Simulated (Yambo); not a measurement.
Material: CaO (rock salt, space group Fm-3m, No. 225) under isotropic strain of -3 % on all lattice vectors; a = b = c = 3.2668 Å, α = β = γ = 60.00° (2 atoms in the cell). The PBEsol cell relaxed from Materials Project entry mp-2605 was given an isotropic strain of -3 % on all lattice vectors, and the atoms were relaxed again.

With PBEsol (Quantum ESPRESSO, PseudoDojo norm-conserving, 84 Ry, no spin-orbit coupling), the gap between the mesh's edge points (Γ → X) is 3.479 eV.

By how much does one-shot G0W0 (Yambo; 6×6×6 Γ-centred k mesh, 64 bands and a 10 Ry block in the screening, 64 bands in G with the Bruneval-Gonze terminator, plasmon pole fitted at 27.2 eV) open this gap, and what gap results?

The correction is 2.389 eV, giving 5.868 eV, 1.7 times the PBEsol value.  Convergence of the G0W0 settings was not tested.
